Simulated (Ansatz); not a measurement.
**LaBiS2O: computed property card**

LaBiS₂O:
```
CELL_PARAMETERS angstrom
      4.03183     0.00000     0.00000
      0.00000     4.03183     0.00000
      0.00000     0.00000    14.02545
ATOMIC_POSITIONS crystal
  La 0.50000 0.00000 0.58919
  La 0.00000 0.50000 0.41081
  Bi 0.00000 0.50000 0.86920
  Bi 0.50000 0.00000 0.13080
  S  0.50000 0.00000 0.89031
  S  0.00000 0.50000 0.10969
  S  0.00000 0.50000 0.69178
  S  0.50000 0.00000 0.30822
  O  0.00000 0.00000 0.50000
  O  0.50000 0.50000 0.50000
```

Space group P4/nmm (No. 129); conventional cell a = b = 4.0318 Å, c = 14.0255 Å, α = β = γ = 90.00°.

Method: DFT-r²SCAN+D4 in the program Ansatz with PAW potentials. The cell and atoms are relaxed at this level. Other levels are named where they apply.

### Cell and energy

```
Property                                                      Result
-----------------------------------------------------  -------------
Volume per atom                                             22.80 Å³
Density                                                   6.23 g/cm³
Formation energy from the elements (no fitted shifts)  -1.97 eV/atom
```

### Electronic structure

```
Property                                                                                                  Result
------------------------------------------------  --------------------------------------------------------------
Band gap                                                                   1.05 eV (smallest direct gap 1.05 eV)
Valence-band maximum                                                     on the Γ–X line, 95 % of the way from Γ
Conduction-band minimum                           on the Γ–X line, 96 % of the way from Γ (4 equivalent valleys)
Electron effective mass                                                    0.11, 0.13, 5.0 mₑ (principal values)
Electron effective mass with spin–orbit coupling                           0.091, 0.10, 10 mₑ (principal values)
Hole effective mass                                                        0.11, 0.17, 3.8 mₑ (principal values)
Hole effective mass with spin–orbit coupling                               0.12, 0.15, 4.6 mₑ (principal values)
HSE06 gap on the r²SCAN+D4 cell                                                                          1.27 eV
Gap with spin–orbit coupling                                                                             0.50 eV
```

### Dielectric response

```
Property                                                                            Value
----------------------------------------  -----------------------------------------------
Electronic dielectric constant ε∞ (DFPT)                        14.0 (xx = yy), 6.72 (zz)
Born charges (a third of the trace)       La +4.50, Bi +5.68, S -4.99 to -2.00, O -3.19 e
```

### Phonons

```
Quantity                                                                      Value
--------------------------------------------------  -------------------------------
Highest zone-centre frequency (without LO–TO term)                        505 cm^-1
Zone-centre stability                               unstable, softest mode 83i cm⁻¹
```

### Charges

```
Item                                                     Value
-------------  -----------------------------------------------
Bader charges  La +2.08, Bi +1.33, S -1.09 to -0.99, O -1.33 e
```

The workflow started from a Materials Project entry (that database holds measured and hypothetical structures alike); the Crystallography Open Database copy checked does not list it. Whether it is the stable phase at ambient conditions was not checked. The r²SCAN+D4 relaxation kept the symmetry of its start. The references are the lowest solids computed at this level, not always the standard phases (solids in place of the gases). Scalar-relativistic: spin–orbit coupling is off unless named, which matters more the heavier the elements.

Potentials: the earlier of the program's two PAW sets.
